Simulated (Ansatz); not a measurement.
SiMo2C:
```cif
data_C2Mo4Si2
_chemical_formula_sum 'Si2 Mo4 C2'
_space_group_name_H-M_alt 'P 1'
_space_group_IT_number 1
_cell_length_a 3.10633
_cell_length_b 3.10633
_cell_length_c 12.26109
_cell_angle_alpha 90.000
_cell_angle_beta 90.000
_cell_angle_gamma 120.000
loop_
_space_group_symop_operation_xyz
  'x, y, z'
loop_
_atom_site_label
_atom_site_type_symbol
_atom_site_fract_x
_atom_site_fract_y
_atom_site_fract_z
_atom_site_occupancy
Si1 Si 0.66667 0.33333 0.25000 1
Si2 Si 0.33333 0.66667 0.75000 1
Mo1 Mo 0.66667 0.33333 0.90653 1
Mo2 Mo 0.33333 0.66667 0.09347 1
Mo3 Mo 0.33333 0.66667 0.40653 1
Mo4 Mo 0.66667 0.33333 0.59347 1
C1 C 0.00000 0.00000 0.00000 1
C2 C 0.00000 0.00000 0.50000 1
```

This is the r²SCAN-relaxed structure.

**Question.** All from plane-wave PAW r²SCAN (Ansatz code), unless another level is named. Estimate the electronic character.

**Answer.** metallic (no gap).

**Question.** What about the formation energy from the elements (no fitted shifts)?

**Answer.** -0.098 eV/atom.

**Question.** Predict the density of states at the Fermi level.

**Answer.** 0.60 states/eV per atom (mean over ±0.08 eV).

Space group P6_3/mmc. The start of the workflow was typed in or built on a structure type; neither database checked (COD, Materials Project) lists it. Its standing as an ambient phase is unchecked. The r²SCAN relaxation kept the symmetry of its start; its stability against distortions is not shown here. The run is not spin-polarised. The references are the lowest solids computed at this level, not always the standard phases. Scalar-relativistic: spin–orbit coupling is off unless named, which matters more the heavier the elements.

Potentials: the earlier of the program's two PAW sets.
